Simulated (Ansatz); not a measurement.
# YbCu4Au: Au vacancy

All numbers are calculated (PBEsol, no spin polarisation, no spin-orbit coupling; Ansatz, PAW set soft_2, 420 eV, k-mesh 3×3×3), not measured.

The relaxed host crystal (no gap at this level of theory):

```
Au Cu Yb
1.0
     0.00000    3.49781    3.49781
     3.49781    0.00000    3.49781
     3.49781    3.49781    0.00000
Au Cu Yb
1 4 1
Cartesian
  1.7489 1.7489 1.7489
  2.6276 4.3680 2.6276
  2.6276 2.6276 4.3680
  4.3680 4.3680 4.3680
  4.3680 2.6276 2.6276
  0.0000 0.0000 0.0000
```

Supercell of 24 atoms, rows of the matrix [[1,-1,1],[1,-1,-1],[1,1,-1]] times the cell vectors; Au vacancy at (0.250, 0.250, 0.250) in fractions of the cell above. Atoms are relaxed at the host's cell, from a start shaken by 0.03 Å near the defect. The cell loses 1 of its 4 Au, so this is a heavily defective crystal.

**Question.** How does the lattice relax around the defect?

**Answer.** Distances from the empty Au site (Å), by shell of the perfect crystal:

| shell | perfect crystal | relaxed, charge 0 |
| --- | --- | --- |
| 12 Cu | 2.90 | 2.93 |
| 4 Yb | 3.03 | 2.97 |

```csv
charge,gap of the cell on the mesh (eV)
0,0.00
```

Formation energy of the neutral defect: 1.99 eV, taking atoms from and to the elements' standard states (no corrections for gases), so it belongs to those chemical potentials alone.

Relaxed cell at charge 0:

```
YbCu4Au V_Au charge 0
1.0
     0.0000    6.9956    0.0000
    -6.9956    0.0000    0.0000
     0.0000    0.0000    6.9956
Au Cu Yb
3 16 4
Direct
  0.7503 0.2510 0.2516
  0.2506 0.2505 0.7518
  0.7499 0.7508 0.7516
  0.6273 0.6229 0.3793
  0.1224 0.1277 0.3789
  0.6256 0.1262 0.8758
  0.1221 0.6228 0.8741
  0.3779 0.6229 0.6287
  0.8747 0.1261 0.6268
  0.3778 0.1280 0.1235
  0.8731 0.6231 0.1238
  0.6256 0.3751 0.6269
  0.1224 0.8782 0.6284
  0.6275 0.8786 0.1235
  0.1224 0.3737 0.1239
  0.3778 0.3735 0.3792
  0.8729 0.8785 0.3792
  0.3778 0.8783 0.8743
  0.8744 0.3752 0.8761
  0.4947 0.9953 0.4959
  0.0053 0.5059 0.4965
  0.4948 0.5060 0.0068
  0.0052 0.9955 0.0065
```

Caveats: 4f shell without a U, which puts 4f levels too near the Fermi level; small supercell, so energies and levels can be off by tenths of an eV; one random start near the defect, so other minima are possible.
